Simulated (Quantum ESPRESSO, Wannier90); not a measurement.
**Wannierisation of ZrO$_{2}$ (P4₂/nmc)**

```yaml
crystal:
  lattice:
    - [3.60017, 0.00000, 0.00000]
    - [0.00000, 3.60017, 0.00000]
    - [0.00000, 0.00000, 5.22516]
  atoms:
    - { symbol: Zr, position: [0.00000, 0.00000, 0.00000] }
    - { symbol: Zr, position: [0.50000, 0.50000, 0.50000] }
    - { symbol: O, position: [0.00000, 0.50000, 0.30177] }
    - { symbol: O, position: [0.00000, 0.50000, 0.80177] }
    - { symbol: O, position: [0.50000, 0.00000, 0.19823] }
    - { symbol: O, position: [0.50000, 0.00000, 0.69823] }
```

Structure: Materials Project mp-2574, symmetrised, not relaxed again. COD (Crystallography Open Database) has the formula in 4 space groups, this one among them (matched by group alone). Level: PBE, no spin polarisation, no spin-orbit coupling; pw.x of Quantum ESPRESSO at 68 Ry with PseudoDojo potentials, 8×8×6 k-points, Wannier90. Density: 8×8×6 mesh, cold smearing 0.01 Ry.

Valence charges of the files: Zr 12, O 6. 50 bands were computed.

Isolated groups of bands, relative to the valence-band maximum (bands from 29 on overlap up to the last one computed):

```tsv
bands	from (eV)	to (eV)	filling	weight on atomic waves
1–2	-47.42	-47.36	filled	Zr 4s 96 %
3–8	-26.01	-25.29	filled	Zr 4p 95 %
9–12	-17.46	-15.32	filled	O 2s 80 %, Zr 4d 10 %, Zr 5s 5 %
13–24	-5.14	0.00	filled	O 2p 81 %, Zr 4d 15 %
25–28	4.07	5.67	empty	Zr 4d 85 %, O 2p 12 %
```

Wanted is a model with the orbitals Zr d, O p, without the filled groups that are mainly made of other shells (semicore states, and anion s where it isn't named); all higher bands stay in for disentanglement.

**Question.** Give num_wann, exclude_bands and num_bands, and the number of electrons that the model holds.

**Answer.** Electrons: 2×12 + 4×6 = 48, which fill 24 bands.
num_wann = 2×5 + 4×3 = 22.
exclude_bands = 1-12, 12 bands, so num_bands = 50 − 12 = 38.
The model holds 48 − 2×12 = 24 electrons. With the window frozen to 5.57 eV it follows pw.x to 0.1 meV rms (states up to 5.1 eV relative to the valence-band maximum).
